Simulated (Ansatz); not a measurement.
Data:

Relaxed CrO$_{2}$ (rutile):

```xyz
6
Lattice="4.4039 0.0000 0.0000 0.0000 4.4039 0.0000 0.0000 0.0000 2.9118" Properties=species:S:1:pos:R:3 pbc="T T T"
Cr     0.0000     0.0000     0.0000
Cr     2.2020     2.2020     1.4559
O      1.3334     1.3334     0.0000
O      3.5354     0.8685     1.4559
O      0.8685     3.5354     1.4559
O      3.0705     3.0705     0.0000
```

In each cell atom 2 (Cr, nearest neighbour O at 1.886 Å; its periodic images, 2.9 Å or more away, move with it) moves by s·(0.707, 0.707, 0.000) (along Cartesian [110]), the rest being held.

Computed with r2SCAN (plane waves to 500 eV, PAW, scalar-relativistic; Ansatz, an electronic-structure program). k mesh 9×9×13 (Γ-centred), Fermi-Dirac smearing 0.05 eV. E stands for the smeared free energy. With partly filled bands, energies and forces of such displacements shift with the k mesh and the smearing. CrO2 is run spin-polarised and with no Hubbard U. CrO2 was relaxed with its symmetry unable to fall. Relaxed CrO2 ends ferromagnetic. Other magnetic orders were not checked, so this need not be the ground state. ΔE is measured from the undisplaced structure.

The scan covers s from -0.570 to 0.570 Å in 11 points.

**Question.** Is this a single well or a double well?

**Answer.** A single well with its minimum at or next to zero displacement.

**Question.** Is the energy the same for equal positive and negative displacements?

**Answer.** Even: the same for both signs. With its periodic images moving along, the atom's site symmetry in this cell is mmm.

**Question.** What force acts on the atom along the line at s = -0.570 Å?

**Answer.** 12.4 eV/Å.

**Question.** What is the force constant k = d²E/ds² of this move at s = 0?

**Answer.** 26.4 eV/Å².

(A displaced cell: forces are minus the slopes of the energy, force constants its curvatures, and phonons follow from these.)
